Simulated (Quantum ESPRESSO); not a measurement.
Ti2TaO5F3, a curve over one atom's position

A calculation, not a measurement. The program is pw.x of Quantum ESPRESSO 7.5 (plane-wave density functional theory). The cell is made up: 11 atoms on a fluorite lattice with one site empty, with randomly drawn elements, strain and displacements, not relaxed. PseudoDojo standard norm-conserving files (v0.5 for PBE, v0.4.1 for LDA and PBEsol) set the functional; there is no spin polarisation, spin-orbit coupling or dispersion term, and the masses in the input are unused placeholders.

Seven runs move atom 7 (O, counted in the order of the input) along y and keep all else fixed.

Input of the run at +0.0477:

```
&control calculation='scf', pseudo_dir='./dojo.nc.sr.pbe.v0_5.standard.upf', outdir='./o', disk_io='low', tprnfor=.true., tstress=.true. /
&system ibrav=0, nat=11, ntyp=4, nbnd=50, ecutwfc=84.00895049, nosym=.true., tot_charge=0,
 occupations='smearing', smearing='fd', degauss=0.0018374661
/
&electrons conv_thr=7.350e-09, electron_maxstep=60, /
ATOMIC_SPECIES
F 1.0 F.upf
O 1.0 O.upf
Ta 1.0 Ta.upf
Ti 1.0 Ti.upf
CELL_PARAMETERS angstrom
4.7914 0.0 0.0
0.0 4.7914 0.0
0.0 0.0 4.7914
ATOMIC_POSITIONS angstrom
Ti -0.0224 -0.0183 -0.0352
Ta 0.1296 2.4237 2.3154
Ti 2.3917 2.5288 -0.034
O 1.2281 1.1743 1.1066
O 1.2558 1.2054 3.6122
F 1.1592 3.592 1.1308
O 1.209 3.6525 3.6556
F 3.5448 1.1814 1.2164
F 3.6217 1.1481 3.6676
O 3.629 3.6274 1.1339
O 3.6305 3.5848 3.4775
K_POINTS automatic
5 5 5 1 1 1
```

```
shift of atom 7 along y (Å)  free energy less that of the input shown (eV)  Fx on atom 7 (eV/Å)  Fy on atom 7 (eV/Å)  Fz on atom 7 (eV/Å)  pressure (GPa)  next band up at Gamma (eV)  iterations
                    -0.1092                                        -0.0389               -0.666                0.784               -0.135            7.97                       0.630          22
                    -0.0754                                        -0.0576               -0.619                0.323               -0.122            7.56                       0.631          22
                    +0.0477                                         0.0000               -0.438               -1.225               -0.099            6.51                       0.629          22
                    +0.0952                                         0.0712               -0.362               -1.768               -0.106            6.31                       0.631          22
                    +0.1064                                         0.0917               -0.344               -1.893               -0.109            6.27                       0.632          22
                    +0.1243                                         0.1274               -0.314               -2.094               -0.116            6.23                       0.632          24
```

Question: one run is left out of the table, at -0.0933. Estimate its Fy on atom 7 (eV/Å).

Answer: 0.565. The whole row:

```
shift of atom 7 along y (Å)  free energy less that of the input shown (eV)  Fx on atom 7 (eV/Å)  Fy on atom 7 (eV/Å)  Fz on atom 7 (eV/Å)  pressure (GPa)  next band up at Gamma (eV)  iterations
                    -0.0933                                        -0.0496               -0.644                0.565               -0.129            7.77                       0.631          22
```

A cubic fit gives dFy/dy = -12.36 eV/Å² at zero shift. Across the table the free energy follows the integral of the force to within 0.2 meV. A rerun of one of the cells at a cutoff of 1437 eV and k mesh 7 x 7 x 7 moved values by no more than 0.003 eV in energy, 0.06 GPa in stress and 0.005 eV/Å in force. The band column is the level of band 45 at Gamma less that of band 44, whose number is half the electron count, rounded up; it comes from a band step after each run.